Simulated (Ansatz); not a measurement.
The cell below belongs to a search over invented structures; it isn't taken from experiment.

Input and command of a plane-wave DFT calculation in Ansatz:

```yaml
crystal:
  lattice:
    - [0.0, 3.57430834, 4.41571547]
    - [3.03697312, 0.0, 4.41571547]
    - [3.03697312, 3.57430834, 0.0]
  atoms:
    - { symbol: Sc, position: [0.0, 0.0, 0.0] }
    - { symbol: Ag, position: [0.5, 0.5, 0.0] }
    - { symbol: Ag, position: [0.0, 0.0, 0.5] }
    - { symbol: Ag, position: [0.5, 0.5, 0.5] }
    - { symbol: B, position: [0.27938645, 0.27938645, 0.72061355] }
    - { symbol: B, position: [0.72061355, 0.72061355, 0.27938645] }
basis:
  ecutwfc: 420
kpoints:
  mp_grid: { grid: [4, 4, 4] }
hamiltonian:
  xc: pbe
scf:
  occupations: { method: gaussian, width: 0.2 }
  lower_state_search: "off"
output:
  forces: true
  stress: true
  eigenvalues: true
relax:
  adjacent_minimum: "off"
  f_tol: 0.08
  max_steps: 16
  cell: { stress_tol: 0.8 }
```

```bash
ansatz run input.yaml --threads 1 --pin off --max-ram 2560MiB --backend cpu --events-out ev --progress --plain --runs-dir out
```

Processor: Arm Neoverse V2, 1 thread, on a host shared with other jobs.

Task: Estimate time, memory and problem size.

Result: About 69 s, peak memory 0.43 GiB. It solves 45 bands at 18 k points (after reduction by symmetry) with about 2431 plane waves (on the last cell), in 91 SCF iterations over 14 ionic steps.
